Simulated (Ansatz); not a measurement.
Relaxed BN (h-BN type, space group P6_3/mmc):

```
BN
1.0
    2.50580     0.00000     0.00000
   -1.25290     2.17009     0.00000
    0.00000     0.00000     6.61621
B N
2 2
Direct
  0.33333   0.66667   0.25000
  0.66667   0.33333   0.75000
  0.33333   0.66667   0.75000
  0.66667   0.33333   0.25000
```

In this cell atom 1 (B, nearest neighbour N at 1.447 Å; its periodic images, 2.5 Å or more away, move with it) is moved by u·(1.000, 0.000, 0.000) + v·(0.000, 0.000, 1.000); the rest is frozen.

The numbers are results of PBE-D3(BJ) (plane waves to 420 eV, PAW, scalar-relativistic; Ansatz, an electronic-structure program), not measurements. k mesh 12×12×4 (Γ-centred), Fermi-Dirac smearing 0.05 eV. The energy includes the smearing's −TS. Points where atoms come too close for the PAW data are left out (x in tables, blank in figures). BN was relaxed with its symmetry unable to fall. The PAW data are Ansatz's earlier set. ΔE is measured from the undisplaced structure. Axes are in Å.

Q: Give the computed ΔE (meV/cell) at all points of the grid u = -0.480, -0.240, 0.000, 0.240, 0.480 by v = -0.480, -0.240, 0.000, 0.240, 0.480.

A: ΔE (meV/cell), with u across and v down:

```
v \ u   -0.480  -0.240  0.000  0.240  0.480
------  ------  ------  -----  -----  -----
-0.480       x    2292   1572   2292      x
-0.240       x    1454    387   1454      x
0.000        x    1213      0   1213      x
0.240        x    1454    387   1454      x
0.480        x    2292   1572   2292      x
```

(For displaced atoms, the force is minus the slope of the energy, and its curvature is a force constant, which sets phonon frequencies.)
